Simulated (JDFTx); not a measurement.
An input for JDFTx (a modified build) (Nb(110), CANDLE, water, 2 M NaF; bohr, hartree) and the course of its log:

```
lattice \
  5.4294701299 -1.8098233829 0.0000000000 \
  0.0000000000 5.1189535267 0.0000000000 \
  0.0000000000 0.0000000000 43.4637008664
coords-type Lattice
ion Nb 0.5000000000 0.5000000000 -0.1486316839 0
ion Nb 0.0000000000 0.0000000000 -0.0509982320 0
ion Nb 0.5000000000 0.5000000000 0.0509982320 0
ion Nb 0.0000000000 0.0000000000 0.1486316839 0
ion-species pseudo/nb_pbe_v1.upf
elec-cutoff 20 100
elec-ex-corr gga-PBE
coulomb-interaction Slab 001
coulomb-truncation-embed 0 0 0
kpoint-folding 8 8 1
elec-smearing Fermi 0.01
elec-n-bands 37
electronic-scf nIterations 100 energyDiffThreshold 1e-08
fluid LinearPCM
pcm-variant CANDLE
fluid-solvent H2O
fluid-cation Na+ 2
fluid-anion F- 2
fluid-minimize nIterations 400 knormThreshold 1e-11
wavefunction read vac.wfns
elec-initial-eigenvals vac.eigenvals
dump-name f0.$VAR
dump End State Ecomponents EigStats BandEigs Forces ElecDensity IonicPositions Fillings Kpoints Dtot FluidDebug BoundCharge FluidDensity
```

```
[one cycle in 5 is shown, and the last three; fluid-solver lines are left out]
	FillingsUpdate:  mu: -0.151815604  nElectrons: 52.000000
SCF: Cycle:  0   F: -228.961254180758061   dF: +5.207e-05   |Residual|: 1.328e-03   |deigs|: 7.540e-06
	FillingsUpdate:  mu: -0.148552829  nElectrons: 52.000000
SCF: Cycle:  5   F: -228.961333375522969   dF: -1.546e-07   |Residual|: 1.320e-04   |deigs|: 3.984e-04
	FillingsUpdate:  mu: -0.148364103  nElectrons: 52.000000
SCF: Cycle: 10   F: -228.961333662771096   dF: -4.053e-10   |Residual|: 2.392e-05   |deigs|: 7.042e-06
	FillingsUpdate:  mu: -0.148404291  nElectrons: 52.000000
SCF: Cycle: 15   F: -228.961333447586213   dF: -1.826e-07   |Residual|: 6.505e-05   |deigs|: 7.701e-06
	FillingsUpdate:  mu: -0.148364954  nElectrons: 52.000000
SCF: Cycle: 20   F: -228.961333664828800   dF: -7.862e-08   |Residual|: 1.356e-05   |deigs|: 1.186e-05
	FillingsUpdate:  mu: -0.148396833  nElectrons: 52.000000
SCF: Cycle: 25   F: -228.961333605956185   dF: +6.035e-08   |Residual|: 3.257e-05   |deigs|: 3.537e-05
	FillingsUpdate:  mu: -0.148381547  nElectrons: 52.000000
SCF: Cycle: 30   F: -228.961333626973925   dF: +4.466e-08   |Residual|: 3.160e-05   |deigs|: 1.799e-05
	FillingsUpdate:  mu: -0.148364229  nElectrons: 52.000000
SCF: Cycle: 35   F: -228.961333665616110   dF: -5.395e-08   |Residual|: 1.350e-05   |deigs|: 3.560e-05
	FillingsUpdate:  mu: -0.148403735  nElectrons: 52.000000
SCF: Cycle: 40   F: -228.961333600735031   dF: +6.392e-08   |Residual|: 3.275e-05   |deigs|: 4.274e-05
	FillingsUpdate:  mu: -0.148339714  nElectrons: 52.000000
SCF: Cycle: 45   F: -228.961333531558211   dF: +1.356e-07   |Residual|: 4.922e-05   |deigs|: 3.711e-05
	FillingsUpdate:  mu: -0.148385388  nElectrons: 52.000000
SCF: Cycle: 50   F: -228.961333615197162   dF: +5.588e-08   |Residual|: 3.447e-05   |deigs|: 2.450e-05
	FillingsUpdate:  mu: -0.148363178  nElectrons: 52.000000
SCF: Cycle: 55   F: -228.961333663418372   dF: -1.028e-07   |Residual|: 1.553e-05   |deigs|: 5.293e-05
	FillingsUpdate:  mu: -0.148362846  nElectrons: 52.000000
SCF: Cycle: 60   F: -228.961333672474922   dF: -6.577e-10   |Residual|: 6.396e-06   |deigs|: 2.038e-05
	FillingsUpdate:  mu: -0.148399132  nElectrons: 52.000000
SCF: Cycle: 65   F: -228.961333611290087   dF: +5.555e-08   |Residual|: 3.072e-05   |deigs|: 3.789e-05
	FillingsUpdate:  mu: -0.148385578  nElectrons: 52.000000
SCF: Cycle: 70   F: -228.961333595104861   dF: +7.659e-08   |Residual|: 4.095e-05   |deigs|: 2.416e-05
	FillingsUpdate:  mu: -0.148356551  nElectrons: 52.000000
SCF: Cycle: 75   F: -228.961333649055689   dF: +1.131e-08   |Residual|: 2.348e-05   |deigs|: 3.410e-05
	FillingsUpdate:  mu: -0.148364578  nElectrons: 52.000000
SCF: Cycle: 80   F: -228.961333656172286   dF: +1.634e-08   |Residual|: 1.864e-05   |deigs|: 1.215e-05
	FillingsUpdate:  mu: -0.148349010  nElectrons: 52.000000
SCF: Cycle: 85   F: -228.961333620554456   dF: +2.305e-08   |Residual|: 3.468e-05   |deigs|: 3.248e-05
	FillingsUpdate:  mu: -0.148362725  nElectrons: 52.000000
SCF: Cycle: 90   F: -228.961333667208322   dF: -4.373e-08   |Residual|: 1.188e-05   |deigs|: 2.507e-05
	FillingsUpdate:  mu: -0.148402662  nElectrons: 52.000000
SCF: Cycle: 95   F: -228.961333614203511   dF: +5.188e-08   |Residual|: 2.952e-05   |deigs|: 4.190e-05
	FillingsUpdate:  mu: -0.148384735  nElectrons: 52.000000
SCF: Cycle: 97   F: -228.961333665272520   dF: +1.583e-09   |Residual|: 1.171e-05   |deigs|: 2.210e-05
	FillingsUpdate:  mu: -0.148352348  nElectrons: 52.000000
SCF: Cycle: 98   F: -228.961333644562274   dF: +2.071e-08   |Residual|: 2.461e-05   |deigs|: 3.413e-05
	FillingsUpdate:  mu: -0.148371259  nElectrons: 52.000000
SCF: Cycle: 99   F: -228.961333673688586   dF: -2.913e-08   |Residual|: 6.753e-06   |deigs|: 2.059e-05
SCF: None of the convergence criteria satisfied after 100 iterations.
IonicMinimize: Iter:   0  F: -228.961333673688586  |grad|_K:  0.000e+00
IonicMinimize: Converged (|grad|_K<1.000000e-04).
```

This run gave no converged result. The loop ran out of cycles short of its threshold. It has stalled and not diverged: the last ten energies span 6e-08 Ha, so the total is near its end, but levels, forces and charges aren't shown converged.
